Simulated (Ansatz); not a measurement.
Ba2Ti2N3F3:
```cif
data_Ba2F3N3Ti2
_chemical_formula_sum 'Ba2 Ti2 F3 N3'
_space_group_name_H-M_alt 'P-4m2'
_space_group_IT_number 115
_space_group_name_Hall 'P -4 -2'
_cell_length_a 4.04834
_cell_length_b 4.04834
_cell_length_c 8.43380
_cell_angle_alpha 90.000
_cell_angle_beta 90.000
_cell_angle_gamma 90.000
loop_
_atom_site_label
_atom_site_type_symbol
_atom_site_symmetry_multiplicity
_atom_site_Wyckoff_symbol
_atom_site_fract_x
_atom_site_fract_y
_atom_site_fract_z
_atom_site_occupancy
Ba1 Ba 1 b 0.50000 0.50000 0.00000 1
Ti1 Ti 2 e 0.00000 0.00000 0.27695 1
F1 F 2 g 0.00000 0.50000 0.23589 1
N1 N 2 g 0.50000 0.00000 0.24949 1
F2 F 1 a 0.00000 0.00000 0.00000 1
Ba2 Ba 1 c 0.50000 0.50000 0.50000 1
N2 N 1 d 0.00000 0.00000 0.50000 1
```

Relaxed with r²SCAN.

**Question.** Tabulate the valence density and the electron localisation function along the shortest Ba–F contact (2.84 Å), r²SCAN (plane waves, PAW; program Ansatz).

**Answer.** 

```csv
distance from Ba (Å),density (e/Å³),ELF
0.28,0.63,-0.01
0.43,0.94,0.17
0.57,1.28,0.64
0.71,1.39,0.84
0.85,1.18,0.89
0.99,0.82,0.87
1.14,0.49,0.78
1.28,0.28,0.47
1.42,0.17,0.12
1.56,0.13,0.04
1.70,0.16,0.09
1.84,0.26,0.34
1.99,0.52,0.65
2.13,1.10,0.79
2.27,2.48,0.82
2.41,5.36,0.79
2.55,9.53,0.68
```

The density is the valence pseudo-density with augmentation charge, so density and ELF within about 1 Å of a nucleus are not all-electron values.

The start of the workflow was typed in or built on a structure type; neither database checked (COD, Materials Project) lists it. Whether it is the stable phase at ambient conditions was not checked. The cell was relaxed with r²SCAN under the symmetry of its start; its stability against distortions is not shown here. The workflow began spin-polarised and lost its moments. Scalar-relativistic: spin–orbit coupling is off unless named, which matters more the heavier the elements.

Potentials: the earlier of the program's two PAW sets. The files were generated under PBE; for other functionals the program regenerates the frozen cores, and for LDA and PBEsol the local potential too.
